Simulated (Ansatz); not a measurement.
Energy over volume and axial ratio for HgSe (zinc blende)

HgSe (zinc blende)

```yaml
crystal:
  lattice:
    - [0.00000, 3.06666, 3.06666]
    - [3.06666, 0.00000, 3.06666]
    - [3.06666, 3.06666, 0.00000]
  atoms:
    - { symbol: Se, position: [0.25000, 0.25000, 0.25000] }
    - { symbol: Hg, position: [0.00000, 0.00000, 0.00000] }
```

The relaxed cell is deformed in two ways at once: its volume V is scaled, and at that volume it is stretched along z (the c axis of the conventional cell) so that c/a changes. Fractional atomic positions are held.

All values below come from PBEsol (plane waves to 420 eV, PAW, scalar-relativistic; Ansatz, a quantum-chemistry and plane-wave program). k mesh 9×9×9 (Γ-centred), Fermi-Dirac smearing 0.05 eV. The energy includes the smearing's −TS. Stress and pressure are positive under compression. With partly filled bands, the response to shear is sensitive to the k mesh, so small differences along c/a are uncertain. At this level the bands of HgSe touch or barely overlap. HgSe was relaxed with its symmetry unable to fall. Spin-orbit coupling is left out, though Hg is heavy. The zero of ΔE is the relaxed starting cell.

ΔE (meV/atom), with V/V₀ across and (c/a)/(c/a)₀ down:

```
(c/a)/(c/a)₀ \ V/V₀  0.960  0.980  1.000  1.020  1.040
-------------------  -----  -----  -----  -----  -----
0.880                   18     13     13     16     22
0.940                   10      5      3      5     11
1.000                    8      2      0      2      7
1.060                   11      5      3      5     11
1.120                   19     14     13     16     22
```

σxx (GPa), with V/V₀ across and (c/a)/(c/a)₀ down:

```
(c/a)/(c/a)₀ \ V/V₀  0.960  0.980  1.000  1.020  1.040
-------------------  -----  -----  -----  -----  -----
0.880                  1.5    0.2   -0.9   -1.9   -2.8
0.940                  2.0    0.7   -0.4   -1.4   -2.2
1.000                  2.3    1.1    0.0   -1.0   -1.8
1.060                  2.5    1.3    0.2   -0.7   -1.5
1.120                  2.6    1.4    0.4   -0.5   -1.3
```

What the scan shows:

| Quantity | Value |
|---|---|
| Shear modulus C′ = (C11 − C12)/2 (fit, atoms clamped) | 7.5 GPa |
| Lowest place on the grid | V/V₀ = 1.000, (c/a)/(c/a)₀ = 1.000 (0 meV/atom) |
| Highest place on the grid, met at several equal points | V/V₀ = 1.040, (c/a)/(c/a)₀ = 0.880; V/V₀ = 1.040, (c/a)/(c/a)₀ = 1.120 (22 meV/atom) |

The 25 points together took very roughly 3 core-minutes.

(Under strain, the slope of the energy per volume gives the stress and its curvature an elastic modulus.)
